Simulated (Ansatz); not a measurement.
Data:

ZnS:
```xyz
2
Lattice="0.0000 2.6484 2.6484 2.6484 0.0000 2.6484 2.6484 2.6484 0.0000" Properties=species:S:1:pos:R:3 pbc="T T T"
S      3.9725     3.9725     3.9725
Zn     0.0000     0.0000     0.0000
```

This is the LDA-relaxed structure. Cartesian axes are those of the cell as given.

Problem. All from the program Ansatz at the LDA level (PAW), unless another level is named. Estimate the Debye temperature from the elastic constants.

Solution. 368 K.

Problem. And the piezoelectric stress constants (proper, relaxed ions, C/m²)?

Solution. e14 = e25 = e36 = -0.15.

Space group F-43m (zinc blende). Symmetry was held in the LDA relaxation; phonons on a q-mesh show no instability.

Potentials: the later of the program's two PAW sets.
